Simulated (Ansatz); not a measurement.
PbS (rock salt, Fm-3m), DFT-r²SCAN+D4 in the program Ansatz with PAW potentials. The conduction-band minimum lies at L, with 4 equivalent valleys. Second derivatives d²E/dk² of the lowest band at one valley (eV·Å²), along Cartesian directions:

| direction | d²E/dk² |
|---|---|
| [100] | 44.86 |
| [010] | 44.86 |
| [001] | 44.86 |
| [110] | 44.22 |
| [101] | 45.70 |
| [011] | 45.70 |

Q: Find the principal effective masses, the density-of-states mass and the conductivity mass.

A: Off-diagonal terms follow from H_xy = H[110] − (H_xx + H_yy)/2, and m*/mₑ = 7.620 eV·Å² over each eigenvalue: 0.17, 0.17, 0.18. One valley's DOS mass (m₁m₂m₃)^(1/3) = 0.17, conductivity mass 3/(Σ 1/mᵢ) = 0.17 mₑ.

Q: What effective density of states Nc follows at 300 K for parabolic valleys?

A: Nc = 2.509e19 × 4 × (0.17)^(3/2) ≈ 7.0e18 cm⁻³.

The cell was relaxed with r²SCAN+D4 under the symmetry of its start. Scalar-relativistic: spin–orbit coupling is off unless named, which matters more the heavier the elements.

Potentials: the later of the program's two PAW sets.

Edges and masses are those of Kohn–Sham bands, whose gap is no quasiparticle gap.
